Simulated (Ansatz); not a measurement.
A trial structure of YGaC6N6 was built thus: cyanide-bridged rock-salt net of two metals, 0 guest cations a cell (Fm-3m, No. 225). Its size is a rough estimate.

```yaml
crystal:
  lattice:
    - [0.00000, 5.27600, 5.27600]
    - [5.27600, 0.00000, 5.27600]
    - [5.27600, 5.27600, 0.00000]
  atoms:
    - { symbol: Y, position: [0.50000, 0.50000, 0.50000] }
    - { symbol: Ga, position: [0.00000, 0.00000, 0.00000] }
    - { symbol: C, position: [0.82032, 0.17968, 0.17968] }
    - { symbol: C, position: [0.17968, 0.82032, 0.17968] }
    - { symbol: C, position: [0.17968, 0.17968, 0.82032] }
    - { symbol: C, position: [0.17968, 0.82032, 0.82032] }
    - { symbol: C, position: [0.82032, 0.17968, 0.82032] }
    - { symbol: C, position: [0.82032, 0.82032, 0.17968] }
    - { symbol: N, position: [0.70944, 0.29056, 0.29056] }
    - { symbol: N, position: [0.29056, 0.70944, 0.29056] }
    - { symbol: N, position: [0.29056, 0.29056, 0.70944] }
    - { symbol: N, position: [0.29056, 0.70944, 0.70944] }
    - { symbol: N, position: [0.70944, 0.29056, 0.70944] }
    - { symbol: N, position: [0.70944, 0.70944, 0.29056] }
```

These are results of DFT PBE, scalar-relativistic, plane waves, PAW in Ansatz 0.2.0, not measurements. Cutoff 420 eV, Gaussian smearing, Γ-centred meshes. Cell and atoms relax first on a coarse mesh and then on a converged one. In between, the cell is made exact in the group found at 0.06 Å. The steps can't lower the symmetry of their start. No spin polarisation.

A guess keeps its type if space group and coordination stay and the shape of the cell changes little (axis ratios within about 15 %, angles within 6°); the volume may change.

Problem. Will the relaxed cell still be of the starting type?

Solution. It keeps its type. The symmetry stays Fm-3m (No. 225). The volume per atom grows by 24.7 %, from 21.0 to 26.2 Å³. The shortest distance stays 1.17 Å (C–N). Counting neighbours within 15 % of an atom's shortest distance, the start has C 1, Ga 6, N 1, Y 6 and the end C 1, Ga 6, N 1, Y 6.

The zero of energy is the elements' standard structures at the same level (N₂ as a molecule); no fitted shifts are applied.

Problem. At what energy does it end?

Solution. +0.067 eV/atom. The separate elements lie lower, so it is unstable against them.

The last run used a 4×4×4 mesh for its 14-atom cell and Gaussian smearing of 0.02 eV. The reference form of C is held partly by dispersion forces, which this level lacks. Symmetry constrained the relaxation, so the result can be a saddle point.
